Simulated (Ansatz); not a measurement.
MgS:
```yaml
crystal:
  lattice:
    - [4.02764, 0.00000, 0.00000]
    - [-2.01382, 3.48804, 0.00000]
    - [0.00000, 0.00000, 6.42017]
  atoms:
    - { symbol: Mg, position: [0.66667, 0.33333, 0.49642] }
    - { symbol: Mg, position: [0.33333, 0.66667, 0.99642] }
    - { symbol: S, position: [0.33333, 0.66667, 0.37857] }
    - { symbol: S, position: [0.66667, 0.33333, 0.87857] }
```

Tensor components refer to the Cartesian frame of this cell.

Q: Give the high-frequency dielectric tensor and the Born effective charge tensors of the independent atoms from DFPT, the program Ansatz at the PBEsol level (PAW).

A: 
ε∞:
```
4.10  0.00  0.00
0.00  4.10  0.00
0.00  0.00  4.22
```
Z* of atom 1 (Mg), rows: field, columns: displacement, in e:
```
1.88  0.00  0.00
0.00  1.88  0.00
0.00  0.00  1.96
```
Z* of atom 3 (S), rows: field, columns: displacement, in e:
```
-1.88   0.00   0.00
 0.00  -1.88   0.00
 0.00   0.00  -1.96
```

Space group P6_3mc (wurtzite). The workflow started from a Materials Project entry (that database holds measured and hypothetical structures alike); the Crystallography Open Database copy checked does not list it. COD files the formula under space group No. 225. Whether it is the stable phase at ambient conditions was not checked. The cell was relaxed with PBEsol under the symmetry of its start; its stability against distortions is not shown here.

Potentials: the later of the program's two PAW sets.
